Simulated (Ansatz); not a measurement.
Values for one crystal, relaxed and computed with the program Ansatz at the PBE level (PAW); other levels are named.

* **Volume per atom**: 34.97 Å³
* **Electronic character**: metallic (no gap)
* **Bulk modulus (Birch–Murnaghan fit)**: 29.8 GPa
* **Gap with spin–orbit coupling**: none (metallic)
* **Density of states at the Fermi level**: 2.6 states/eV per atom (mean over ±0.08 eV)
* **Pressure derivative B′**: 2.3

Problem. Pick the material that matches.
A) Ag, diamond
B) Mg, diamond
C) Be, diamond
D) Hf, diamond

Solution. D, Hf, diamond

Space group Fd-3m (diamond). The start of the workflow was typed in or built on a structure type; neither database checked (COD, Materials Project) lists it. It is not the phase usual at ambient conditions (space group No. 194). The PBE relaxation kept the symmetry of its start; its stability against distortions is not shown here. The run is not spin-polarised. Spin–orbit coupling is left out wherever it is not named.

Potentials: the earlier of the program's two PAW sets.
